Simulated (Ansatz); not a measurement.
The relaxed structure here is a generated cell of InAs: the first start was made by placing the elements on the sites of a structure type, and the end was not matched to a known phase here, so it may be hypothetical. Known forms of InAs include space group No. 216.

One stationary structure of InAs. Space group P6₂22 (No. 180). Level of theory: r2SCAN (plane waves to 500 eV, PAW, scalar-relativistic; Ansatz, an electronic-structure program).

```xyz
6
Lattice="4.2942 0.0000 0.0000 -2.1471 3.7189 0.0000 0.0000 0.0000 9.6224" Properties=species:S:1:pos:R:3 pbc="T T T"
In     2.1471     0.0000     4.8112
In    -1.0736     1.8594     1.6037
In     1.0736     1.8594     8.0187
As     2.1471     0.0000     0.0000
As    -1.0736     1.8594     6.4149
As     1.0736     1.8594     3.2075
```

What is the computed band gap (r2SCAN)?

No clear gap: the sampled points leave 0.04 eV away from the symmetry points, which may be a band crossing missed between them.

Give the smallest direct gap at the level r2SCAN.

0.09 eV at or next to Γ.

No spin polarisation in the result.

The run could not lose the symmetry of its start: the end is stationary, and may be a saddle point rather than a minimum.
